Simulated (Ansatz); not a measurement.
Si:
```
Si
1.0
    3.83247     0.00000     0.00000
   -1.91624     3.31902     0.00000
    0.00000     0.00000     6.34119
Si
4
Cartesian
  0.00000   2.21268   0.39986
  1.91624   1.10634   5.94133
  1.91624   1.10634   3.57045
  0.00000   2.21268   2.77074
```

Relaxed with r²SCAN. Special points in fractions of this cell's reciprocal vectors: Γ (0.000, 0.000, 0.000); M (0.500, 0.000, 0.000); K (0.333, 0.333, 0.000); A (0.000, 0.000, 0.500); L (0.500, 0.000, 0.500); H (0.333, 0.333, 0.500).

Task: List the band energies nearest the valence-band maximum at these points for r²SCAN in the plane-wave PAW code Ansatz.

Result: In eV from the valence-band maximum; about four levels below and three above (degenerate sets whole), none deeper than 8.9 eV; points with the same levels are listed once.

```tsv
k	below	above
Γ	-1.61 -1.61 -0.38 0.00 0.00	1.36 2.16 2.16
M	-4.87 -3.22 -3.10 -1.53	0.61 2.63 3.23
K	-5.41 -3.74 -3.74 -3.50	0.98 5.75 5.78 5.78
A	-0.98 -0.98 -0.98 -0.98	2.14 2.14 3.19 3.19 3.19 3.19
L	-2.58 -2.58 -2.56 -2.56	1.14 1.14 1.89 1.89
H	-4.68 -4.68 -2.12 -2.12	1.82 1.82 3.88 3.88
```

Space group P6_3/mmc. The first step of the workflow began from a Materials Project structure, measured or hypothetical; the Crystallography Open Database copy checked does not list it. It is not the phase usual at ambient conditions (space group No. 227). Symmetry was held in the r²SCAN relaxation; phonons on a q-mesh show no instability.

Potentials: the later of the program's two PAW sets.
